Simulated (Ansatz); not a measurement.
## Structure relaxation, Se

The start is a randomly generated symmetric cell of Se (space group No. 139). The cell and all atomic positions are relaxed at zero pressure with PBE (plane waves to 420 eV, PAW, scalar-relativistic; Ansatz, an electronic-structure program). First-step values are on the input's coarse k-mesh.

Ansatz input (later rounds restart from its end on a renewed k-mesh):
Ansatz 0.2 input:
```yaml
crystal:
  lattice:
    - [-2.3888617, 2.3888617, 3.0618479]
    - [2.3888617, -2.3888617, 3.0618479]
    - [2.3888617, 2.3888617, -3.0618479]
  atoms:
    - { symbol: Se, position: [0.75, 0.25, 0.5] }
    - { symbol: Se, position: [0, 0, 0] }
    - { symbol: Se, position: [0.25, 0.75, 0.5] }
basis: { ecutwfc: 420, ecutrho_ratio: 4, xc_grid: 2, fft_grid_basis: typed }
kpoints: { mp_grid: { grid: [7, 7, 7] } }
hamiltonian:
  xc: pbe
  dispersion: none
  pseudopotentials: { azcp: { folder: ./paw }, kind: paw }
scf: { occupations: { method: fermi_dirac, width: 0.05 } }
relax: { f_tol: 0.01, max_steps: 100, cell: { stress_tol: 0.02 } }
output: { forces: true, stress: true }
```

Problem. What pressure does the first self-consistent step give?

Solution. +3 GPa (positive: the cell is compressed).

Problem. How much energy is released per atom?

Solution. 0.13 eV/atom.

Problem. How does the volume per atom move from start to end?

Solution. +6.5 %, from 23.30 to 24.81 Å³/atom.

Problem. Is the relaxed structure metallic? Give its gap.

Solution. No gap (metallic).

Problem. Write out the relaxed structure.

Solution. 
```cif
data_Se6
_chemical_formula_sum 'Se6'
_space_group_name_H-M_alt 'I4/mmm'
_space_group_IT_number 139
_space_group_name_Hall '-I 4 2'
_cell_length_a 5.33212
_cell_length_b 5.33212
_cell_length_c 5.23603
_cell_angle_alpha 90.000
_cell_angle_beta 90.000
_cell_angle_gamma 90.000
loop_
_atom_site_label
_atom_site_type_symbol
_atom_site_symmetry_multiplicity
_atom_site_Wyckoff_symbol
_atom_site_fract_x
_atom_site_fract_y
_atom_site_fract_z
_atom_site_occupancy
Se1 Se 4 d 0.00000 0.50000 0.25000 1
Se2 Se 2 a 0.00000 0.00000 0.00000 1
```
(The calculation used a cell of 3 atoms; values per cell refer to that cell.)

The space group stays I4/mmm (No. 139) (the run could not lower it), with 3 atoms in the primitive cell. Final values are on a 13×13×13 k-mesh of the relaxed cell. No spin polarisation in the result.

The run could not lose the symmetry of its start: the end is stationary, and may be a saddle point rather than a minimum.

All atoms sit on sites fixed by symmetry, so only the cell could relax.

The relaxed structure here is a generated cell of Se: the first start was made by a random draw of sites in a space group, and the end was not matched to a known phase here, so it may be hypothetical. Known forms of Se include space group No. 152.
